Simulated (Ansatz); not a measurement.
Ru (hcp (Mg type), P6_3/mmc) under volume change, plane-wave PAW LDA (Ansatz code), shape and atoms relaxed at each volume.

```json
[
 {"V (Å³/atom)": "11.914", "E − E(relaxed) (meV/atom)": "145.3", "P (GPa)": "43.24"},
 {"V (Å³/atom)": "12.307", "E − E(relaxed) (meV/atom)": "60.7", "P (GPa)": "26.28"},
 {"V (Å³/atom)": "12.700", "E − E(relaxed) (meV/atom)": "(withheld)", "P (GPa)": "(withheld)"},
 {"V (Å³/atom)": "13.092", "E − E(relaxed) (meV/atom)": "0.0", "P (GPa)": "-0.01"},
 {"V (Å³/atom)": "13.485", "E − E(relaxed) (meV/atom)": "12.8", "P (GPa)": "-10.10"},
 {"V (Å³/atom)": "13.878", "E − E(relaxed) (meV/atom)": "(withheld)", "P (GPa)": "(withheld)"},
 {"V (Å³/atom)": "14.271", "E − E(relaxed) (meV/atom)": "102.7", "P (GPa)": "-25.66"}
]
```

Problem. Complete the blanks.

Solution. 
- 12.700, E − E(relaxed) (meV/atom): 14.3
- 12.700, P (GPa): 12.00
- 13.878, E − E(relaxed) (meV/atom): 48.2
- 13.878, P (GPa): -18.57

Problem. What does a third-order Birch–Murnaghan fit give for V₀, B₀ and B′?

Solution. V₀ = 13.09 Å³/atom, B₀ = 366 GPa, B′ = 4.8.

Symmetry was held in the LDA relaxation. The run is not spin-polarised.

Potentials: the earlier of the program's two PAW sets. The files were generated under PBE; for other functionals the program regenerates the frozen cores, and for LDA and PBEsol the local potential too.
